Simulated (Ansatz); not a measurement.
Given:

Ge$_{2}$Mo:
```cif
data_Ge4Mo2
_chemical_formula_sum 'Ge4 Mo2'
_space_group_name_H-M_alt 'P 1'
_space_group_IT_number 1
_cell_length_a 5.11551
_cell_length_b 5.11551
_cell_length_c 5.11551
_cell_angle_alpha 105.232
_cell_angle_beta 105.232
_cell_angle_gamma 118.330
loop_
_space_group_symop_operation_xyz
  'x, y, z'
loop_
_atom_site_label
_atom_site_type_symbol
_atom_site_fract_x
_atom_site_fract_y
_atom_site_fract_z
_atom_site_occupancy
Ge1 Ge 0.64585 0.14585 0.79170 1
Ge2 Ge 0.85415 0.64585 0.50000 1
Ge3 Ge 0.14585 0.35415 0.50000 1
Ge4 Ge 0.35415 0.85415 0.20830 1
Mo1 Mo 0.25000 0.25000 0.00000 1
Mo2 Mo 0.75000 0.75000 0.00000 1
```

This is the PBE-relaxed structure.

Question: All from PBE in the plane-wave PAW code Ansatz, unless another level is named. Estimate the electronic character.

Answer: metallic (no gap).

Question: And the density of states at the Fermi level?

Answer: 0.21 states/eV per atom (mean over ±0.08 eV).

Question: Next, the formation energy from the elements (no fitted shifts)?

Answer: -0.037 eV/atom.

Space group I4/mcm. The cell is a constructed one: a structure type filled with these elements; neither database checked (COD, Materials Project) lists it. COD files the formula under space group No. 62, so this cell is another polymorph or a model. Its standing as an ambient phase is unchecked. The cell was relaxed with PBE under the symmetry of its start; whether a distortion lowers the energy is not shown. The run is not spin-polarised. The references are the lowest solids computed at this level, not always the standard phases. Spin–orbit coupling is left out wherever it is not named.

Potentials: the later of the program's two PAW sets.
